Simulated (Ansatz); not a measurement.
**Strain and the gap of SnSe (Pnma)**

An 8-atom cell of SnSe (Pnma) from a materials database, relaxed with r2SCAN in Ansatz 0.2.0. The symmetry is Pnma (No. 62, orthorhombic); a = 11.739 Å, b = 4.129 Å, c = 4.688 Å in the conventional setting, 28.41 Å³ an atom. Sn is surrounded by 3 Se at 2.76–2.77 Å; Se is surrounded by 3 Sn at 2.76–2.77 Å.

The axes x, y and z are those of this cell:
```
Sn Se
1.0
    11.73926    0.00000    0.00000
     0.00000    4.12947    0.00000
     0.00000    0.00000    4.68808
Sn Se
4 4
Cartesian
  7.2912 3.0971 1.7745
  10.3177 1.0324 4.1186
  4.4481 1.0324 2.9135
  1.4216 3.0971 0.5695
  1.7424 1.0324 2.3890
  7.6120 1.0324 4.6431
  4.1273 3.0971 0.0450
  9.9969 3.0971 2.2991
```

Unstrained: The PBE gap is indirect, 0.752 eV (Γ–Z (0.64 of the way from Γ) to Γ–Y (0.68 of the way from Γ)), below the direct gap of 1.089 eV at Γ–Y (0.67 of the way from Γ). The r2SCAN gap is indirect, 1.038 eV (Γ–Z (0.64 of the way from Γ) to Γ–Y (0.68 of the way from Γ)), below the direct gap of 1.389 eV at Γ–Y (0.67 of the way from Γ). With HSE06 the valence top lies at Γ–Z (0.64 of the way from Γ) and the conduction bottom at Γ–Y (0.68 of the way from Γ), 1.201 eV higher; the smallest vertical gap, at Γ–Y (0.67 of the way from Γ), is 1.551 eV. Meshes: PBE 2×6×6, r2SCAN 2×6×6, HSE06 2×4×4. Strains are changes of length per length. After each strain the atoms were relaxed again with r2SCAN in this cell and within any symmetry left, so distortions that break it or need a larger cell weren't tested; points keep the names that they have in the unstrained zone. Spin-unpolarised throughout; all numbers are computed.

Changes of the least gap in eV (an overlap counts as a negative gap):
```json
{"strain": "epitaxial -3.0 % in the xy plane, free normal strain +4.49 %", "volume change (%)": "-1.7", "space group": "Pnma", "PBE": "-0.127", "r2SCAN": "-0.168", "HSE06": "-0.172", "energy rise, r2SCAN (meV/atom)": "6.3"}
{"strain": "epitaxial -2.0 % in the xy plane, free normal strain +2.90 %", "volume change (%)": "-1.2", "space group": "Pnma", "PBE": "-0.088", "r2SCAN": "-0.116", "HSE06": "-0.119", "energy rise, r2SCAN (meV/atom)": "2.7"}
{"strain": "epitaxial -1.0 % in the xy plane, free normal strain +1.31 %", "volume change (%)": "-0.7", "space group": "Pnma", "PBE": "-0.051", "r2SCAN": "-0.065", "HSE06": "-0.067", "energy rise, r2SCAN (meV/atom)": "0.6"}
{"strain": "epitaxial +1.0 % in the xy plane, free normal strain -1.19 %", "volume change (%)": "+0.8", "space group": "Pnma", "PBE": "+0.052", "r2SCAN": "+0.065", "HSE06": "+0.068", "energy rise, r2SCAN (meV/atom)": "0.6"}
{"strain": "epitaxial +2.0 % in the xy plane, free normal strain -2.62 %", "volume change (%)": "+1.3", "space group": "Pnma", "PBE": "+0.097", "r2SCAN": "+0.099", "HSE06": "+0.129", "energy rise, r2SCAN (meV/atom)": "2.4"}
{"strain": "epitaxial +3.0 % in the xy plane, free normal strain -3.63 %", "volume change (%)": "+2.2", "space group": "Pnma", "PBE": "+0.130", "r2SCAN": "+0.088", "HSE06": "+0.166", "energy rise, r2SCAN (meV/atom)": "5.2"}
```

Epitaxial -3.0 % in the xy plane, free normal strain +4.49 %. HSE06: the gap goes from 1.201 to 1.029 eV (-0.172 eV). Stress change with r2SCAN, compression positive: xx +1.11, yy +1.43, zz 0.00 GPa.

Epitaxial -2.0 % in the xy plane, free normal strain +2.90 %. HSE06: the gap goes from 1.201 to 1.082 eV (-0.119 eV). Stress change with r2SCAN, compression positive: xx +0.69, yy +0.90, zz 0.00 GPa.

Epitaxial -1.0 % in the xy plane, free normal strain +1.31 %. HSE06: the gap goes from 1.201 to 1.134 eV (-0.067 eV). Stress change with r2SCAN, compression positive: xx +0.33, yy +0.45, zz +0.02 GPa.

Epitaxial +1.0 % in the xy plane, free normal strain -1.19 %. HSE06: the gap goes from 1.201 to 1.269 eV (+0.068 eV). Stress change with r2SCAN, compression positive: xx -0.30, yy -0.43, zz -0.03 GPa.

Epitaxial +2.0 % in the xy plane, free normal strain -2.62 %. HSE06: the gap goes from 1.201 to 1.329 eV (+0.129 eV). Stress change with r2SCAN, compression positive: xx -0.53, yy -0.75, zz +0.02 GPa.

Epitaxial +3.0 % in the xy plane, free normal strain -3.63 %. HSE06: the gap goes from 1.201 to 1.367 eV (+0.166 eV); the edges go from Γ–Z (0.64) → Γ–Y (0.68) to Γ–Z (0.69) → Γ. Stress change with r2SCAN, compression positive: xx -0.76, yy -1.14, zz -0.01 GPa.

No spin-orbit coupling is included; it can move band edges with weight on the heavy atoms by tenths of an eV.

Where an edge lies off the special points, it is a point of the mesh or the k point where a search put PBE's edge or least direct gap, reused for the other functionals, whose own edges may lie a little apart.

The meshes of the hybrids are coarse, so their gaps aren't converged to the digits shown.
